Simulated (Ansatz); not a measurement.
Rh: energy along a strain

Rh, P6_3/mmc, a = 2.731 Å, c = 4.428 Å (as given, not relaxed at this level: -9.6 GPa). This isn't the element's structure at ambient conditions. Ansatz: r2SCAN, PAW, 500 eV, Γ-centred 18×18×12 mesh on 2 atoms, Gaussian smearing 0.15 eV; no spin polarisation. Cell vectors (Å): 2.731 0.000 0.000; -1.365 2.365 0.000; 0.000 0.000 4.428. The cell is strained by x per cent times the pattern (1 0 0 0 0 0) in the order xx yy zz yz xz xy (engineering shears), with fractional coordinates held. y is the free energy over the start, V0 = 14.302 Å³/atom. Points with a strain past 8.5 % were computed too (3) and aren't used here.

| x (%) | y (meV/atom) |
| --- | --- |
| -7.50 | 71.99 |
| -5.00 | ? |
| -2.50 | -8.09 |
| 0.00 | 0.00 |
| 2.50 | 30.20 |
| 5.00 | 76.65 |
| 7.50 | 134.44 |

**Question.** Fit y = c1 x + c2 x² + c3 x³ to the other rows, get the stiffness along the pattern, and predict the missing energy.

**Answer.** Least squares on the rows shown. y = 7.9573 x + 1.8322 x² − 0.067595 x³. The clamped-ion stiffness p·C·p = 2 × 18.32 eV × 160.2 / 14.302 Å³ = 410 GPa, which is C11 in these axes (second derivative at the start, which stands under stress). At x = -5.00 the fit asked for gives 14.47 meV/atom. The run gave 13.05 meV/atom, so the fit is 1.42 meV/atom too high, 1 % of the span of the series, against an rms of 0.40 meV/atom on the fitted rows. With a term in x⁴ added, a fit to the same known rows predicts 13.14 meV/atom, so most of the miss is curvature that the known rows already hold.